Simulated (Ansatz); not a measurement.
## Ansatz 0.2.0, relaxation: HfRu

Launch command:

```bash
ansatz run input.yaml --threads 2 --pin off --max-ram 3584MiB --backend cpu --events-out ev --progress --plain --runs-dir out
```

Input:

```yaml
crystal:
  lattice:
    - [3.28306518, 0.0, 0.0]
    - [0.0, 3.28306518, 0.0]
    - [0.0, 0.0, 3.28306518]
  atoms:
    - { symbol: Ru, position: [0.5, 0.5, 0.5], spin: 2, spin_axis: [0.53411, 0.81333, 0.23069] }
    - { symbol: Hf, position: [0.0, 0.0, 0.0] }
  symmetry: { tolerance: 0.0003 }
kpoints:
  mp_grid: { grid: [9, 9, 9], shift: [0, 0, 0] }
magnetization:
  noncollinear: true
  spin_orbit: true
scf:
  occupations: { method: fermi_dirac, width: 0.0294 }
  lower_state_search: "off"
hamiltonian:
  pseudopotentials: { kind: paw_fr }
  xc: lda
basis:
  ecutwfc: 420
  fft_grid_basis: typed
relax:
  max_steps: 80
  cell: { p_target: 0.0 }
  f_tol: 0.03
output:
  forces: true
  stress: true
  eigenvalues: true
  bader: true
  populations: true
  elf: true
  write_potential: true
  volumetric_format: npy
  dos:
    e_range: [-12, 8]
    de: 0.05
    projected: { site_lists: { Hf: [Hf], Ru: [Ru] } }
    method: { smearing: { sigma: 0.1, scheme: gaussian } }
  write_density: true
checkpoint:
  read: saved_state
```

Origin of the cell: a database entry, scaled a little.

The saved state is a converged single point of the same cell.

Steps («new basis» is an SCF on plane waves selected anew at the same cell):

```csv
step,ΔF (meV/atom),max force component (eV/Å),P (GPa),volume (Å³),SCF iterations,step was
1,0.0,0.000,-17.72,35.39,10,accepted
2,-61.3,0.000,14.21,30.46,9,accepted
3,-96.2,0.000,-2.11,32.47,10,accepted
4,-97.2,0.000,-0.19,32.20,8,accepted
5,-97.2,0.000,0.00,32.17,7,accepted
6,-96.9,0.000,0.00,32.17,6,new basis
```

Step 1, with forces in eV/Å:

```xyz
2
Lattice="3.283 0.000 0.000 0.000 3.283 0.000 0.000 0.000 3.283" Properties=species:S:1:pos:R:3:forces:R:3 pbc="T T T" step=1
Ru    1.642    1.642    1.642    0.000    0.000    0.000
Hf    0.000    0.000    0.000    0.000    0.000    0.000
```

Step 2, with forces in eV/Å:

```xyz
2
Lattice="3.123 0.000 0.000 0.000 3.123 0.000 0.000 0.000 3.123" Properties=species:S:1:pos:R:3:forces:R:3 pbc="T T T" step=2
Ru    1.562    1.562    1.562    0.000    0.000    0.000
Hf    0.000    0.000    0.000    0.000    0.000    0.000
```

Step 3, with forces in eV/Å:

```xyz
2
Lattice="3.190 0.000 0.000 0.000 3.190 0.000 0.000 0.000 3.190" Properties=species:S:1:pos:R:3:forces:R:3 pbc="T T T" step=3
Ru    1.595    1.595    1.595    0.000    0.000    0.000
Hf    0.000    0.000    0.000    0.000    0.000    0.000
```

Step 4, with forces in eV/Å:

```xyz
2
Lattice="3.181 0.000 0.000 0.000 3.181 0.000 0.000 0.000 3.181" Properties=species:S:1:pos:R:3:forces:R:3 pbc="T T T" step=4
Ru    1.591    1.591    1.591    0.000    0.000    0.000
Hf    0.000    0.000    0.000    0.000    0.000    0.000
```

Step 6, with forces in eV/Å:

```xyz
2
Lattice="3.180 0.000 0.000 0.000 3.180 0.000 0.000 0.000 3.180" Properties=species:S:1:pos:R:3:forces:R:3 pbc="T T T" step=6
Ru    1.590    1.590    1.590    0.000    0.000    0.000
Hf    0.000    0.000    0.000    0.000    0.000    0.000
```

```yaml
Free_energy_lowered_by: 96.9 meV/atom
Volume_change: -9.09 %
Final_pressure: 0.00 GPa
Relaxation_steps_listed: 6
```

Caveats: a starting moment was lost; no moments, though an odd count or open d shells may carry them; the relaxation held the start's symmetry, so the end may be a saddle point.

The run took 16 min on 2 threads of Arm Neoverse V1, with other jobs on the host, peak memory 1.4 GiB, from a saved density.
